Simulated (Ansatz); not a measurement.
## Which element?

Cell vectors (Å):

```
2.8525 0.0000 0.0000
0.0000 2.8525 0.0000
0.0000 0.0000 3.4779
```

| atom | a | b | c |
| --- | --- | --- | --- |
| Zn | 0.5000 | 0.5000 | 0.5000 |
| X | 0.0000 | 0.0000 | 0.0000 |

Computed with r²SCAN, PAW on Ansatz 0.2.0's default frozen-core files (fitted under PBE), scalar-relativistic. k mesh 14×14×12, strains of ±0.008, Fermi-Dirac smearing of 0.100 eV.

Elastic constants of a crystal by Kohn-Sham DFT: slopes of the stress over finite engineering strains of the given cell, Voigt indices, Cartesian axes as in the cell vectors.

| index | elastic (GPa) |
| --- | --- |
| 11 | 330.2 |
| 12 | 106.6 |
| 13 | 166.7 |
| 33 | 233.6 |
| 44 | 85 |
| 66 | 59.1 |

Q: All X atoms are one element. Which one was computed?

A: Pt; the crystal is ZnPt (P4/mmm).

Caveats: frozen-core PAW files fitted under PBE, their cores solved anew for the functional of the run; responses of metals move with mesh and smearing; the softest shear constant rests on one k mesh, and a soft shear can herald a distortion on cooling; elastic stability says nothing of phonons or of other phases; no spin-orbit coupling on heavy atoms.
